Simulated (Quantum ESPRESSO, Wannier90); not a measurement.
## ZnSnP2 (P-4m2): Wannier90 run

```xyz
4
Lattice="4.0039 0.0000 0.0000 0.0000 4.0039 0.0000 0.0000 0.0000 5.6232" Properties=species:S:1:pos:R:3 pbc="T T T"
Zn     0.0000     0.0000     0.0000
Sn     2.0019     2.0019     2.8116
P      0.0000     2.0019     1.2768
P      2.0019     0.0000    -1.2768
```

Materials Project entry mp-1215429; symmetrised, unrelaxed at this level. Not found in the COD (Crystallography Open Database) copy used; not checked further. Level: PBEsol, no spin polarisation, no spin-orbit coupling; pw.x of Quantum ESPRESSO at 68 Ry with PseudoDojo potentials, 8×8×6 k-points, Wannier90. Density: 8×8×6 mesh, Gaussian smearing 0.01 Ry. Spin-orbit coupling is left out although heavy elements are present.

The plane-wave run has 42 bands and 44 electrons a cell. On the energy scale of pw.x, whose zero is arbitrary, the valence-band maximum lies at 7.97 eV.

Isolated groups of bands, relative to the valence-band maximum (bands from 23 on overlap up to the last one computed):

```
bands  from (eV)  to (eV)  filling             weight on atomic waves
-----  ---------  -------  -------  ---------------------------------
1        -125.42  -125.42   filled                         Zn 3s 99 %
2–4       -79.71   -79.69   filled                        Zn 3p 100 %
5–9       -21.60   -21.51   filled                        Sn 4d 100 %
10–11     -12.37    -9.92   filled  P 3s 64 %, Sn 5p 13 %, Sn 5s 11 %
12         -8.04    -7.04   filled  Zn 3d 45 %, P 3p 23 %, Sn 5s 23 %
13–22      -6.84     0.00   filled   Zn 3d 45 %, P 3p 38 %, Sn 5p 8 %
```

Input w.win, without the blocks of cell, atoms and k-points (384 lines):

```
num_bands = 33
num_wann = 21
exclude_bands = 1-9
num_iter = 1000
conv_tol = 1.0e-6
conv_window = 4
dis_num_iter = 1000
dis_conv_tol = 1.0e-6
dis_froz_max = 9.95
dis_win_max = 16.75
write_hr = true
write_u_matrices = true
begin projections
f=-0.00294,-0.00212,0.00851: s;p;d
f=0.50828,0.50869,0.50246: s;p
f=-0.01101,0.49799,0.23100: s;p
f=0.48823,0.00379,-0.22581: s;p
end projections
mp_grid = 8 8 6
```

wannier90.x stops with:
```
dis_windows: Energy window contains fewer states than number of target WFs
```
At some k-point the outer window holds fewer bands than num_wann, so no subspace of that size can be extracted. Mended as below, all else unchanged, the run goes through (Ω_I = 25.7 Å²) and follows the plane-wave bands to 2.3 meV rms (states up to 1.5 eV relative to the valence-band maximum).
Remove the line dis_win_max = 16.75.
